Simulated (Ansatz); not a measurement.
LiNbO3 (LiNbO3 type, space group R3c)

```xyz
10
Lattice="2.5949 1.4982 4.6721 -2.5949 1.4982 4.6721 0.0000 -2.9964 4.6721" Properties=species:S:1:pos:R:3 pbc="T T T"
Li     0.0000     0.0000     9.8484
Li     0.0000     0.0000     2.8402
Nb     0.0000     0.0000    13.7895
Nb     0.0000     0.0000     6.7813
O     -0.6425     1.4589     8.2382
O      1.5847    -0.1730     8.2382
O     -0.9422    -1.2859     8.2382
O      1.0102     1.3252     5.9021
O      0.6425    -1.5375     5.9021
O     -1.6528     0.2123     5.9021
```

A phonon eigenvector at Γ is frozen into this cell: atom i moves by Q times the vector below, so Q is the largest atomic displacement, in Å. The cell is held. It is one choice among 2 degenerate patterns.

```tsv
atom	x	y	z
Li1	-0.592	-0.806	0.000
Li2	0.592	-0.806	0.000
Nb3	0.093	0.010	0.000
Nb4	-0.093	0.010	0.000
O5	-0.144	-0.039	0.191
O6	0.125	0.079	0.059
O7	-0.111	0.253	-0.250
O8	-0.125	0.079	0.059
O9	0.144	-0.039	0.191
O10	0.111	0.253	-0.250
```

Calculation: PBE (plane waves to 420 eV, PAW, scalar-relativistic; Ansatz, an electronic-structure program). k mesh 8×8×8 (Γ-centred), Fermi-Dirac smearing 0.05 eV. The energy includes the smearing's −TS. Compression counts positive. LiNbO3 is run without spin polarisation. LiNbO3 was relaxed with its symmetry unable to fall. The PAW data are Ansatz's earlier set. The zero of ΔE is the undisplaced structure.

Question: Predict the ΔE (meV/cell) and P (GPa) at Q (Å) = -0.233, -0.187, -0.093, 0.093, 0.187, 0.280.

Answer: 
```
Q (Å)   ΔE (meV/cell)  P (GPa)
------  -------------  -------
-0.233            271     1.15
-0.187            168     0.72
-0.093             40     0.18
0.093              37     0.17
0.187             147     0.61
0.280             333     1.33
```

(A displaced cell: forces are minus the slopes of the energy, force constants its curvatures, and phonons follow from these.)
